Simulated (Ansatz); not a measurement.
LaSbO4:
```
LaSbO4
1.0
    5.42066     0.00000     0.00000
    0.00000     5.09467     0.00000
   -4.56667     0.00000    12.88621
La Sb O
4 4 16
Direct
  0.34470   0.80070   0.33619
  0.65530   0.19930   0.66381
  0.65530   0.30070   0.16381
  0.34470   0.69930   0.83619
  0.08109   0.75149   0.06937
  0.91891   0.24851   0.93063
  0.91891   0.25149   0.43063
  0.08109   0.74851   0.56937
  0.24365   0.43616   0.02774
  0.75635   0.56384   0.97226
  0.75635   0.93616   0.47226
  0.24365   0.06384   0.52774
  0.00522   0.60447   0.18637
  0.99478   0.39553   0.81363
  0.99478   0.10447   0.31363
  0.00522   0.89553   0.68637
  0.86328   0.07140   0.05523
  0.13672   0.92860   0.94477
  0.13672   0.57140   0.44477
  0.86328   0.42860   0.55523
  0.41228   0.87566   0.16694
  0.58772   0.12434   0.83306
  0.58772   0.37566   0.33306
  0.41228   0.62434   0.66694
```

Relaxed with r²SCAN. Special points in fractions of this cell's reciprocal vectors: Γ (0.000, 0.000, 0.000); Z (0.000, 0.500, 0.000); D (0.000, 0.500, 0.500); B (0.000, 0.000, 0.500); A (-0.500, 0.000, 0.500); E (-0.500, 0.500, 0.500); C2 (-0.500, 0.500, 0.000); Y2 (-0.500, 0.000, 0.000).

### Question
List the band energies nearest the valence-band maximum at these points for the program Ansatz at the r²SCAN level (PAW).

### Answer
In eV from the valence-band maximum; about four levels below and three above (degenerate sets whole), none deeper than 8.9 eV; points with the same levels are listed once.

```json
[
 {"k": "Γ", "below": "-0.15 -0.13 -0.10 0.00", "above": "3.89 4.72 4.92"},
 {"k": "Z", "below": "-0.44 -0.44 -0.37 -0.37", "above": "4.97 4.97 5.19 5.19"},
 {"k": "D", "below": "-0.43 -0.43 -0.42 -0.42", "above": "5.05 5.05 5.10 5.10"},
 {"k": "B", "below": "-0.11 -0.11 -0.09 -0.09", "above": "4.27 4.27 5.08 5.08"},
 {"k": "A", "below": "-0.41 -0.41 -0.20 -0.20", "above": "4.79 4.79 5.52 5.52"},
 {"k": "E", "below": "-0.27 -0.27 -0.18 -0.18", "above": "5.28 5.28 5.33 5.33"},
 {"k": "C2", "below": "-0.29 -0.29 -0.16 -0.16", "above": "5.23 5.23 5.38 5.38"},
 {"k": "Y2", "below": "-0.44 -0.41 -0.29 -0.18", "above": "4.69 4.87 5.46"}
]
```

Space group P2_1/c. The first step of the workflow began from a Materials Project structure, measured or hypothetical; the Crystallography Open Database copy checked does not list it. Whether it is the stable phase at ambient conditions was not checked. Symmetry was held in the r²SCAN relaxation; whether a distortion lowers the energy is not shown. Spin–orbit coupling is left out wherever it is not named.

Potentials: the later of the program's two PAW sets.
